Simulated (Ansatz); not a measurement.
Data:

SrO:
```yaml
crystal:
  lattice:
    - [0.00000, 2.57676, 2.57676]
    - [2.57676, 0.00000, 2.57676]
    - [2.57676, 2.57676, 0.00000]
  atoms:
    - { symbol: Sr, position: [0.50000, 0.50000, 0.50000] }
    - { symbol: O, position: [0.00000, 0.00000, 0.00000] }
```

This is the HSE06-relaxed structure.

All from plane-wave PAW HSE06 (Ansatz code), unless another level is named. Predict the smallest direct gap on the standard path.

4.89 eV.

Give the gap with spin–orbit coupling.

4.77 eV (at the special points and the edges found without it).

And the conduction-band minimum?

at X (3 equivalent valleys).

What about the valence-band maximum?

at Γ.

Space group Fm-3m (rock salt). The cell was relaxed with HSE06 under the symmetry of its start. The hybrid was solved on a coarse mesh, the path and, where they were found, the r²SCAN edge points; its band edges are the extreme levels among these. Spin–orbit coupling is left out wherever it is not named.

Potentials: the earlier of the program's two PAW sets.
